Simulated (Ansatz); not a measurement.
**What a change of settings does: Fe (bcc type)**

First run: DFT, PBE, all-electron PAW with datasets made for the crystal, scalar-relativistic (Ansatz 0.2.0).

Command: `ansatz run input.yaml --threads 1 --pin off --max-ram 3072MiB --backend cpu --events-out ev --progress --plain --runs-dir out` It took 58 s on 1 thread of Arm Neoverse V2, with other jobs on the host, peak memory 0.81 GiB.

```yaml
crystal:
  lattice:
    - [-1.0685304168, 1.0685304168, 1.0685304168]
    - [1.0685304168, -1.0685304168, 1.0685304168]
    - [1.0685304168, 1.0685304168, -1.0685304168]
  atoms:
    - { symbol: Fe, position: [0.0, 0.0, 0.0], spin: 2.5 }
magnetization:
  spin_polarized: true
kpoints:
  mp_grid: { grid: [21, 21, 21] }
scf:
  occupations: { method: fermi_dirac, width: 0.1 }
hamiltonian:
  xc: pbe
  pseudopotentials: { kind: all_electron, datasets: crystal }
output:
  forces: true
  stress: true
  eigenvalues: true
```

The base cell comes from a relaxation on PAW files under the same functional, and the cell shown is scaled from it.

This run: volume at 0.43 of the series' base cell.

It converges in 6 SCF iterations at a pressure of 1096 GPa, cell moment 0.00 μB.

The input is then changed:

```diff
   occupations: { method: fermi_dirac, width: 0.1 }
+  convergence: { dr2_threshold: 1.0e-11 }
 hamiltonian:
```

Predict the outcome of the changed run.

It converges in 8 SCF iterations at a pressure of 1096 GPa, cell moment 0.00 μB, free energy 0.0 meV/atom against the first run's.
